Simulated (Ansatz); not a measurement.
SnIr:
```xyz
4
Lattice="3.9805 0.0000 0.0000 -1.9903 3.4472 0.0000 0.0000 0.0000 5.5948" Properties=species:S:1:pos:R:3 pbc="T T T"
Ir     0.0000     0.0000     0.0000
Ir     0.0000     0.0000     2.7974
Sn     0.0000     2.2982     1.3987
Sn     1.9903     1.1491     4.1961
```

Relaxed with PBEsol.

Question: Map the electron localisation function on the plane through (0.000, 0.000, 0.000) spanned by u = [0, 0, 1] and v = [1, -1, 0] in lattice vectors, from the program Ansatz at the PBEsol level (PAW).

Answer: x is the fraction of u, y of v (the angle between them is 90°; rows are the nearest grid lines); atoms in the plane: Ir at (0.00, 0.00), Ir at (0.50, 0.00), Sn at (0.25, 0.33), Sn at (0.75, 0.67).
```
|=*@@*-=+=-*@@*=*@@*-=+=-*@@*=|
|*%@@*-=+=-*@@%*%@@*-=+=-*@@%*|
|@@@#===+===#@@@%#*==+++==*#%@|
|###+=======+###*+==++*++==+*#|
|======---=======+++=====+++==|
|===---:::---===+++=======+++=|
|=-:...   ...:-====-:   :-====|
|-:..       ..:--==:     :==--|
|-:..       ..:--==:     :==--|
|-:..       ..:---=:.   .:=---|
|-:::::::::::::-=====---=====-|
|----------------==-=====-==--|
|--==-=====-==----------------|
|-=====---=====-:::::::::::::-|
|---=:.   .:=---:..       ..:-|
|--==:     :==--:..       ..:-|
|--==:     :==--:..       ..:-|
|====-:   :-====-:...   ...:-=|
|=+++=======+++===---:::---===|
|==+++=====+++=======---======|
|#*+==++*++==+*###+=======+###|
|@%#*==+++==*#%@@@#===+===#@@@|
|*%@@*-=+=-*@@%*%@@*-=+=-*@@%*|
|=*@@*-=+=-*@@*=*@@*-=+=-*@@*=|
```
Scale: ten equal steps from 0.001 (start of ' ') to 0.677 (end of '@'), in the order ' .:-=+*#%@'; x runs from 0.000 to 1.00, y from 0.000 (bottom) to 1.00 (top).

The density is the valence pseudo-density with augmentation charge, so density and ELF within about 1 Å of a nucleus are not all-electron values.

Space group P6_3/mmc (NiAs type). The workflow started from an entry of the Crystallography Open Database (COD). Its standing as an ambient phase is unchecked. The cell was relaxed with PBEsol under the symmetry of its start; whether a distortion lowers the energy is not shown. The run is not spin-polarised. Spin–orbit coupling is left out wherever it is not named.

Potentials: the later of the program's two PAW sets.
